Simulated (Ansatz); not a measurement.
Values for one crystal, relaxed and computed with plane-wave PAW LDA (Ansatz code); other levels are named.

| Quantity | Value |
|---|---|
| Volume per atom | 11.95 Å³ |
| Electronic character | metallic (no gap) |
| Pressure derivative B′ | 5.1 |
| Zone-centre stability | no imaginary mode at Γ |
| Density of states at the Fermi level | 0.53 states/eV per atom (mean over ±0.08 eV) |
| Formation energy from the elements (no fitted shifts) | -0.13 eV/atom |
| Debye temperature from the elastic constants | 331 K |

Question: Which compound is it?
(A) In2Pt, fluorite or antifluorite type
(B) MgPt3, Cu3Au type
(C) Cu3Pt, Cu3Au type
(D) SnPd3, Cu3Au type

Answer: C, Cu3Pt, Cu3Au type

Space group Pm-3m (Cu3Au type). The workflow started from a Materials Project entry (that database holds measured and hypothetical structures alike); the Crystallography Open Database files this formula in space group No. 221, but the cells were not matched. Whether it is the stable phase at ambient conditions was not checked. The cell was relaxed with LDA under the symmetry of its start. The run is not spin-polarised. As this level gives no gap, shear constants depend on the k-mesh and smearing (Fermi–Dirac, 0.1 eV here). The references are the lowest solids computed at this level, not always the standard phases. Scalar-relativistic: spin–orbit coupling is off unless named, which matters more the heavier the elements.

Potentials: the later of the program's two PAW sets.
